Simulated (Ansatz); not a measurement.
**Is this Y5F structure a true minimum?**

The cell was found from a proposed guess, not taken from experiment.

Method: DFT PBE, scalar-relativistic, plane waves, PAW (Ansatz). Plane waves to 420 eV, a k mesh through Γ of 8×8×8 on the computed 6-atom cell and Gaussian smearing (0.10 eV); no spin polarisation.

The cell below (6 atoms, space group I4/m (No. 87)) is relaxed within its symmetry.

```xyz
6
Lattice="-4.0274 4.0274 2.5310 4.0274 -4.0274 2.5310 4.0274 4.0274 -2.5310" Properties=species:S:1:pos:R:3 pbc="T T T"
Y     0.0000    0.0000    0.0000
Y     1.6034    3.2292    0.0000
Y    -0.7982    2.4240    2.5310
Y     2.4240    0.7982    2.5310
Y     4.8256    1.6034    0.0000
F     0.0000    0.0000    2.5310
```

For the test a repeat of it with 12 atoms (edges 6.23, 6.23, 9.49 Å) was strained at random (σ = 1.5 % a component), the atoms were moved at random (σ = 0.15 Å), and all was relaxed again on a coarse 4×4×4 mesh (in the run’s order of axes) with 0.20 eV smearing, with no symmetry imposed.

Q: What happens?

A: It returns, within 1 meV/atom of the unmoved cell on that mesh and with the same symmetry when read at 0.1 Å (P1 at 0.01 Å, so small strains and shifts remain). No instability shows in this cell; modes of other wave vectors, which need another repeat, aren't tested.
